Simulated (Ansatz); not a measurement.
Cu Kα1 powder pattern (kinematic, no thermal factors).
```json
{"2θ (°)": "16.06", "relative intensity": "19"}
{"2θ (°)": "20.90", "relative intensity": "10"}
{"2θ (°)": "26.47", "relative intensity": "22"}
{"2θ (°)": "32.45", "relative intensity": "46"}
{"2θ (°)": "36.62", "relative intensity": "100"}
{"2θ (°)": "38.91", "relative intensity": "4"}
{"2θ (°)": "40.22", "relative intensity": "11"}
{"2θ (°)": "42.54", "relative intensity": "2"}
{"2θ (°)": "45.75", "relative intensity": "5"}
{"2θ (°)": "49.72", "relative intensity": "82"}
{"2θ (°)": "54.34", "relative intensity": "3"}
{"2θ (°)": "54.50", "relative intensity": "1"}
{"2θ (°)": "57.36", "relative intensity": "1"}
{"2θ (°)": "59.98", "relative intensity": "4"}
{"2θ (°)": "63.17", "relative intensity": "3"}
{"2θ (°)": "65.94", "relative intensity": "17"}
{"2θ (°)": "67.32", "relative intensity": "1"}
{"2θ (°)": "67.46", "relative intensity": "1"}
{"2θ (°)": "67.94", "relative intensity": "5"}
{"2θ (°)": "68.36", "relative intensity": "2"}
{"2θ (°)": "75.42", "relative intensity": "23"}
{"2θ (°)": "77.86", "relative intensity": "11"}
{"2θ (°)": "79.16", "relative intensity": "2"}
{"2θ (°)": "79.74", "relative intensity": "20"}
{"2θ (°)": "80.14", "relative intensity": "2"}
{"2θ (°)": "83.94", "relative intensity": "2"}
{"2θ (°)": "86.76", "relative intensity": "1"}
{"2θ (°)": "86.89", "relative intensity": "16"}
```

The pattern is computed from a structure relaxed with DFT PBE, scalar-relativistic, plane waves, PAW in Ansatz 0.2.0. No spin polarisation. Its elements are Ga, Se, Zr.

**Question.** Give the structure.

**Answer.** ZrGa2Se2.
Space group P6/mmm (No. 191). a = 4.904 Å, b = 4.904 Å, c = 5.514 Å, α = 90.00°, β = 90.00°, γ = 120.00°
```json
{"atom": "Zr", "site": "1a", "symmetry": "6/mmm", "x": "0.0000", "y": "0.0000", "z": "0.0000"}
{"atom": "Ga", "site": "2d", "symmetry": "-6m2", "x": "0.3333", "y": "0.6667", "z": "0.5000"}
{"atom": "Se", "site": "2c", "symmetry": "-6m2", "x": "0.3333", "y": "0.6667", "z": "0.0000"}
```

A pattern alone doesn't exclude other cells with like lines; this is the one computed.

Another cell of ZrGa2Se2 relaxed alike, in P-3m1, lies 0.43 eV/atom lower, so this cell isn't the stable form at this level.

The structure comes from a generated guess; another structure or a mixture of phases may lie lower.
